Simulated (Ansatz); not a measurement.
Ta₂O₅:
Space group Pmmm (No. 47); a = 3.6492 Å, b = 3.8371 Å, c = 6.3651 Å, α = β = γ = 90.00°

```
atom  site  symmetry       x       y       z
----  ----  --------  ------  ------  ------
O       2q       mm2  0.0000  0.0000  0.3210
O       1h       mmm  0.5000  0.5000  0.5000
Ta      1d       mmm  0.5000  0.0000  0.5000
O       1b       mmm  0.5000  0.0000  0.0000
Ta      1a       mmm  0.0000  0.0000  0.0000
O       1e       mmm  0.0000  0.5000  0.0000
```

Relaxed with LDA.

Problem. Give the optical modes at the zone centre with their infrared activity from DFPT, plane-wave PAW LDA (Ansatz code).

Solution. Transverse frequencies, without the LO–TO term; a row sums one degenerate level.

| ω (cm⁻¹) | degeneracy | IR ((D/Å)²/amu) | activity | symmetry |
|---|---|---|---|---|
| 414i | 1 | 16.48 | IR | B1u |
| 291i | 1 | 67.82 | IR | B3u |
| 282i | 1 | 33.65 | IR | B2u |
| 157i | 1 | 24.89 | IR | B1u |
| 57 | 1 | 1.96 | IR | B2u |
| 72 | 1 | 0.00 | IR-inactive | B1u |
| 100 | 1 | 2.43 | IR | B3u |
| 183 | 1 | 91.79 | IR | B2u |
| 190 | 1 | 12.63 | IR | B3u |
| 201 | 1 | 0.46 | IR | B1u |
| 288 | 1 | 0.00 | IR-inactive | B2g |
| 301 | 1 | 0.00 | IR-inactive | B3g |
| 301 | 1 | 6.89 | IR | B3u |
| 394 | 1 | 26.86 | IR | B1u |
| 459 | 1 | 33.81 | IR | B2u |
| 602 | 1 | 65.55 | IR | B2u |
| 798 | 1 | 0.00 | IR-inactive | Ag |
| 898 | 1 | 67.62 | IR | B3u |

Problem. How high does the top mode go among those that the LO–TO term moves?

Solution. 1059 cm⁻¹ for q along x, 935 cm⁻¹ for q along y, 604 cm⁻¹ for q along z.

The workflow started from an entry of the Crystallography Open Database (COD); the relaxed space group is not among those it files for this formula. COD files the formula under space group No. 49, so this cell is another polymorph or a model. Whether it is the stable phase at ambient conditions was not checked. The cell was relaxed with LDA under the symmetry of its start. At this level the phase is dynamically unstable (imaginary phonons). The run is not spin-polarised. Scalar-relativistic: spin–orbit coupling is off unless named, which matters more the heavier the elements.

Potentials: the later of the program's two PAW sets.
